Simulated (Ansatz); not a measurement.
MoPd in space group Cmcm (No. 63; Mo on 4c, Pd on 4c), PBE (plane waves, PAW; program Ansatz), all energies at zero smearing, with the estimated change up to a 700 eV cutoff added, with one set of potentials and settings (totals compare only within such a set). Cell of 4 atoms (2 Mo, 2 Pd): -23857.577 eV.

| element | reference phase | E (eV/atom) |
|---|---|---|
| Mo | Im-3m, 1 atoms in the cell | -4956.0212 |
| Pd | Fm-3m, 1 atoms in the cell | -6972.8544 |

Formation energy per atom, worked out: (-23857.577 − 2×(-4956.0212) − 2×(-6972.8544))/4 = 0.044 eV/atom (4 kJ per mol of atoms), at 0 K, without zero-point energy or fitted corrections.

The start of the workflow was typed in or built on a structure type; neither database checked (COD, Materials Project) lists it. Its standing as an ambient phase is unchecked. The cell was relaxed with PBE under the symmetry of its start; its stability against distortions is not shown here. No spin polarisation was allowed. The references are the lowest solids computed at this level, not always the standard phases.

Potentials: the later of the program's two PAW sets.
